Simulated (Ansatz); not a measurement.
CaClF (space group P4/nmm)

```
CELL_PARAMETERS angstrom
      3.78050     0.00000     0.00000
      0.00000     3.78050     0.00000
      0.00000     0.00000     6.63536
ATOMIC_POSITIONS crystal
  Ca 0.00000 0.50000 0.80365
  Ca 0.50000 0.00000 0.19635
  Cl 0.50000 0.00000 0.64269
  Cl 0.00000 0.50000 0.35731
  F  0.50000 0.50000 0.00000
  F  0.00000 0.00000 0.00000
```

The slice is a (001) plane (indices of the conventional cell) through the point (0.500, 0.500, 0.000) (fractional), spanned by u = [100] and v = [010] in vectors of this cell: u (3.78 Å) and v (3.78 Å, at 90° to u). It covers one period; positions are fractions (u, v).

Calculation: LDA (plane waves to 420 eV, PAW, scalar-relativistic; Ansatz, an electronic-structure program). k mesh 9×9×5. Near the nuclei the fields are pseudised (PAW); where an atom keeps semicore shells as valence, they peak there. CaClF was relaxed with its symmetry unable to fall.

### Question
Predict the map of the valence electron density on the slice.

### Answer
```tsv
v \ u	0.00	0.10	0.20	0.30	0.40	0.50	0.60	0.70	0.80	0.90
0.90	0.8	0.5	-0.3	-0.9	-1.2	-1.2	-1.2	-0.9	-0.3	0.5
0.80	-0.1	-0.3	-0.7	-1.0	-0.9	-0.8	-0.9	-1.0	-0.7	-0.3
0.70	-0.8	-0.9	-1.0	-0.7	-0.3	-0.1	-0.3	-0.7	-1.0	-0.9
0.60	-1.2	-1.2	-0.9	-0.3	0.5	0.8	0.5	-0.3	-0.9	-1.2
0.50	-1.2	-1.2	-0.8	-0.1	0.8	1.1	0.8	-0.1	-0.8	-1.2
0.40	-1.2	-1.2	-0.9	-0.3	0.5	0.8	0.5	-0.3	-0.9	-1.2
0.30	-0.8	-0.9	-1.0	-0.7	-0.3	-0.1	-0.3	-0.7	-1.0	-0.9
0.20	-0.1	-0.3	-0.7	-1.0	-0.9	-0.8	-0.9	-1.0	-0.7	-0.3
0.10	0.8	0.5	-0.3	-0.9	-1.2	-1.2	-1.2	-0.9	-0.3	0.5
0.00	1.1	0.8	-0.1	-0.8	-1.2	-1.2	-1.2	-0.8	-0.1	0.8
```

Values: log₁₀ of the valence density in e/Å³. The scale is logarithmic, as a density can span decades between atoms and voids.
